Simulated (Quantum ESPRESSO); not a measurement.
# Zr2W5Ti: one composition in several site orders

Computed values, not a measurement. The program is pw.x of Quantum ESPRESSO 7.5 (plane-wave density functional theory). The cell is made up: eight metal atoms on a face-centred cubic lattice, with elements, volume, strain and displacements drawn at random and not relaxed, so it may be unstable or far from any real phase. PseudoDojo standard norm-conserving files set the functional (PBE unless stated); there is no spin polarisation or spin-orbit coupling, the Fermi-Dirac width of 0.25 eV means electrons at about 2900 K, and the masses in the input are unused placeholders. Heavy elements are run without spin-orbit coupling, which real alloys of them have. A spin test at this wide smearing found no moment, but such smearing suppresses magnetism that the real alloy may have.

The runs put one composition on the sites in different orders. Cell, positions, cutoff, mesh and smearing stay as in the input of run 1; sites are counted in its order. Stress in the tables is positive in tension.

Input of run 1:

```
&control calculation='scf', pseudo_dir='./dojo.nc.sr.pbe.v0_5.standard.upf', outdir='./o', disk_io='minimal', tprnfor=.true., tstress=.true. /
&system ibrav=0, nat=8, ntyp=3, nbnd=71, ecutwfc=84.00895049, nosym=.true., tot_charge=0,
 occupations='smearing', smearing='fd', degauss=0.0183746611
/
&electrons conv_thr=1.470e-08, electron_maxstep=70, mixing_beta=0.5 /
ATOMIC_SPECIES
Ti 1.0 Ti.upf
W 1.0 W.upf
Zr 1.0 Zr.upf
CELL_PARAMETERS angstrom
0.01 2.0618 1.9812
-3.9871 2.0798 -2.0192
-3.9875 -6.2798 6.018
ATOMIC_POSITIONS angstrom
Zr -0.0956 0.0031 0.0156
W -4.0462 -4.1506 4.0515
W -4.0369 -2.1565 1.9822
Zr -3.9816 0.0488 -0.0044
W -2.0004 -2.1192 3.9774
Ti -1.9608 -0.0778 1.9115
W -2.0057 2.1071 0.011
W -5.9113 -2.0848 3.9245
K_POINTS automatic
8 5 3 1 1 1
```

```
run  elements on sites 1 to 8  free energy less that of run 1 (eV)  -TS (eV)  pressure (GPa)  stress xx (GPa)  stress yy (GPa)  stress zz (GPa)  stress yz (GPa)  stress xz (GPa)  stress xy (GPa)  iterations
  1        Zr W W Zr W Ti W W                                0.000    -1.932           17.67           -14.84           -22.28           -15.90            -0.69            -0.38             0.66          21
  2        Zr W W Ti Zr W W W                                0.083    -1.978           18.99           -15.86           -24.08           -17.03             0.21            -0.38             0.47          20
  3        W W Zr W W Zr W Ti                                0.215    -1.916           18.16           -15.64           -23.40           -15.43             1.05            -0.86             0.56          20
  4        W W W Ti W W Zr Zr                                0.237    -1.950           18.79           -16.46           -23.92           -15.97             0.07            -0.34             0.29          21
  5        W Zr W W Zr W W Ti                                0.001    -1.895           17.96           -15.52           -22.05           -16.30            -0.21            -1.14             0.60          22
  6        W W Zr W Ti W Zr W                                0.193    -1.909           19.02           -16.45           -24.21           -16.40             0.36            -0.45            -0.17          19
```

Forces Fx Fy Fz (eV/Å):

| site | run 1 | run 2 | run 3 | run 4 | run 5 | run 6 |
| --- | --- | --- | --- | --- | --- | --- |
| 1 | 1.46 0.53 -0.91 | 1.86 0.24 -0.62 | 2.39 1.01 -1.17 | 0.40 -0.13 0.15 | 1.23 -0.06 -0.04 | 1.44 0.45 -0.39 |
| 2 | 0.38 0.02 -0.05 | -0.69 -0.55 0.69 | 0.46 -0.73 0.60 | 1.70 -0.05 -0.15 | -0.16 -0.59 0.53 | 1.64 -0.15 0.00 |
| 3 | 0.82 0.17 -0.30 | 1.13 0.68 -0.87 | 0.19 0.17 -0.45 | 2.22 1.45 -1.76 | 0.59 0.78 -0.98 | 1.23 0.70 -1.04 |
| 4 | 0.12 -1.05 0.58 | 0.92 -0.55 -0.06 | -0.13 -0.54 0.07 | -0.83 -1.04 0.69 | 1.12 -0.24 -0.35 | -1.14 -1.06 0.78 |
| 5 | -1.14 -0.19 0.50 | -0.08 0.52 -0.18 | 0.05 -0.30 0.36 | -0.26 0.70 -0.43 | 0.63 0.44 -0.34 | -0.02 0.21 -0.11 |
| 6 | -1.74 -0.34 0.89 | -2.33 -0.34 1.06 | -0.43 0.07 0.31 | -0.76 -0.77 0.90 | -0.96 0.33 0.16 | 0.07 -0.15 0.27 |
| 7 | 0.52 0.84 -0.72 | -0.37 0.45 -0.46 | -0.46 1.12 -0.78 | -0.66 0.31 -0.12 | -1.60 -0.12 0.30 | -0.55 0.74 -0.52 |
| 8 | -0.42 0.02 0.00 | -0.45 -0.46 0.43 | -2.08 -0.80 1.06 | -1.80 -0.47 0.72 | -0.86 -0.53 0.71 | -2.67 -0.74 1.01 |

The sites are displaced and not relaxed, so the energy differences hold strain from misfit and are not ordering energies. A rerun of one cell of this series at a higher cutoff and on a denser mesh moved values by no more than 0.007 eV in energy, 0.03 GPa in stress and 0.007 eV/Å in force, and a second program with other atomic files agreed on that cell to 2 % rms in force and 0.5 GPa in pressure.